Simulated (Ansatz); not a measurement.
Si (hcp (Mg type), P6_3/mmc) at seven volumes, r²SCAN in the plane-wave PAW code Ansatz, shape and atoms relaxed at each. One row is withheld.

| V (Å³/atom) | P (GPa) |
|---|---|
| 12.518 | ? |
| 12.931 | 6.24 |
| 13.343 | 2.83 |
| 13.756 | 0.00 |
| 14.169 | -2.59 |
| 14.581 | -4.74 |
| 14.994 | -6.54 |

### Question
Fit the shown pressures and predict the withheld one.

### Answer
P = (3/2)B₀(x^(7/2) − x^(5/2))[1 + (3/4)(B′ − 4)(x − 1)] with x = (V₀/V)^(2/3). Least squares on the six rows gives V₀ = 13.747 Å³/atom, B₀ = 90.1 GPa, B′ = 4.05. At V = 12.518, x = 1.0644 and P = 10.20 GPa. The run itself gave 10.66 GPa.

The start of the workflow was typed in or built on a structure type; the Crystallography Open Database copy checked does not list it. It is not the phase usual at ambient conditions (space group No. 227). Symmetry was held in the r²SCAN relaxation; whether a distortion lowers the energy is not shown.

Potentials: the earlier of the program's two PAW sets.
